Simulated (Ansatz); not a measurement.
Sheets of one type (M2XT2 MXene (fcc sites)-type), plane-wave PAW PBE (Ansatz code); HSE06 gaps on those cells.

```json
[
 {"layer": "Cr2F2N", "a (Å)": "3.020", "thickness (Å)": "4.51"},
 {"layer": "Sc2F2N", "a (Å)": "3.196", "thickness (Å)": "4.83"},
 {"layer": "Hf2F2N", "a (Å)": "3.266", "thickness (Å)": "4.97"},
 {"layer": "Ti2F2N", "a (Å)": "3.061", "thickness (Å)": "4.63"},
 {"layer": "Nb2F2N", "a (Å)": "[?]", "thickness (Å)": "[?]"},
 {"layer": "Ta2F2N", "a (Å)": "2.870", "thickness (Å)": "6.00"}
]
```

Question: Complete the blanks.

Answer: 
- Nb2F2N, a (Å): 2.915
- Nb2F2N, thickness (Å): 5.78

Spin orders computed, not proven ground states: Cr2F2N, M2XT2 MXene (fcc sites)-type layer antiferromagnetic. Began spin-polarised and lost the moments: Sc2F2N, M2XT2 MXene (fcc sites)-type layer; Hf2F2N, M2XT2 MXene (fcc sites)-type layer; Ti2F2N, M2XT2 MXene (fcc sites)-type layer; Nb2F2N, M2XT2 MXene (fcc sites)-type layer; Ta2F2N, M2XT2 MXene (fcc sites)-type layer. All cells were relaxed under the symmetry of their starts (and spin orders); stability against distortions was not tested throughout. No Hubbard U is applied. Scalar-relativistic: spin–orbit coupling is off unless named, which matters more the heavier the elements. Constructed layers (a layer type filled with these elements): Cr2F2N, M2XT2 MXene (fcc sites)-type layer; Sc2F2N, M2XT2 MXene (fcc sites)-type layer; Hf2F2N, M2XT2 MXene (fcc sites)-type layer; Ti2F2N, M2XT2 MXene (fcc sites)-type layer; Nb2F2N, M2XT2 MXene (fcc sites)-type layer; Ta2F2N, M2XT2 MXene (fcc sites)-type layer.

Potentials: the later of the program's two PAW sets.
